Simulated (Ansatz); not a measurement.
# Zone-centre phonons of ZnNi: input and output

Level of theory: Ansatz 0.2.0, DFT LDA, scalar-relativistic, plane waves, PAW.

Launched with:
```bash
ansatz run input.yaml --threads 1 --pin off --max-ram 3072MiB --backend cpu --events-out ev --progress --plain --runs-dir out
```

Input (bare energies are in eV):
```yaml
crystal:
  lattice:
    - [2.8076521721, 0.0, 0.0]
    - [0.0, 2.8076521721, 0.0]
    - [0.0, 0.0, 2.8076521721]
  atoms:
    - { symbol: Zn, position: [0.5, 0.5, 0.5] }
    - { symbol: Ni, position: [0.0, 0.0, 0.0] }
basis:
  ecutwfc: 420
kpoints:
  mp_grid: { grid: [14, 14, 14] }
hamiltonian:
  xc: lda
scf:
  occupations: { method: fermi_dirac, width: 0.15 }
output:
  eigenvalues: true
phonons:
  method: dfpt
  eigenvectors: true
```

The end of the output:
```
--- Phonons (Γ-DFPT): 2 representative perturbations + reference, on 288 of 2744 k-points (Σ response iterations 6) ---
  k mesh reduced under 8 symmetry operations, with k and −k counted as one. Each operation leaves every solved perturbation unchanged. A smaller set is not used because it would not reduce the number of displacements ...
  ASR residual: 4.118e-4 → 0.000e0 eV/Å²; symmetrization residual: 1.103e-6 eV/Å²
  ASR residual per site (eV/Å²): 9.41e-7 4.12e-4
  Γ frequencies (cm⁻¹): 0.00 0.00 0.00 259.49 259.49 259.49
  non-analytic LO–TO correction: not included (Born effective charges unavailable; polar crystals: no LO–TO splitting at Γ)
```

The run took 29 s on 1 thread of Arm Neoverse V2, with other jobs on the host, peak memory 0.67 GiB.

In a metal, frequencies and elastic constants depend on the k mesh and the smearing, soft modes and shear constants most. Spin polarisation was left out, and a magnetic state may lie lower.